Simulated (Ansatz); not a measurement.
In PBEsol in the plane-wave PAW code Ansatz, LiTaO$_{3}$ in the tetragonal phase (P4mm; Ta on 1b, Li on 1a, O on 1b, O on 2c) relaxes to a = 3.920 Å, c = 4.002 Å. Its formation energy from the elements is -2.64 eV/atom, with no fitted shifts.

The Kohn–Sham gap is 2.20 eV (indirect). The valence maximum lies at R and the conduction minimum at Γ. The screened hybrid HSE06 puts the gap at 3.75 eV. Gap from PBEsol with spin–orbit coupling: 2.19 eV. The electron mass is 0.31, 0.31, 14 mₑ (principal values).

The relaxed-ion elastic constants in GPa are C11 = 350, C12 = 45.0, C13 = 98.2, C33 = 238, C44 = 46.2, C66 = 97.9. The elastic constants imply a Debye temperature near 499 K. Perturbation theory gives ε∞ = 4.56 (xx = yy), 4.35 (zz). Letting the ions move raises it to ε0 = 39.4 (xx = yy), 14.8 (zz). Born charges are Ta +7.31, Li +1.08, O -2.90 to -2.59 e. The phonon dispersion is unstable, down to 68i cm⁻¹. Without the LO–TO term the highest mode at Γ lies at 694 cm⁻¹.

The start of the workflow was typed in or built on a structure type; neither database checked (COD, Materials Project) lists it. It is not the phase usual at ambient conditions (space group No. 161). The cell was relaxed with PBEsol under the symmetry of its start. The run is not spin-polarised. The references are the lowest solids computed at this level, not always the standard phases (solids in place of the gases). Scalar-relativistic: spin–orbit coupling is off unless named, which matters more the heavier the elements.

Potentials: the later of the program's two PAW sets.
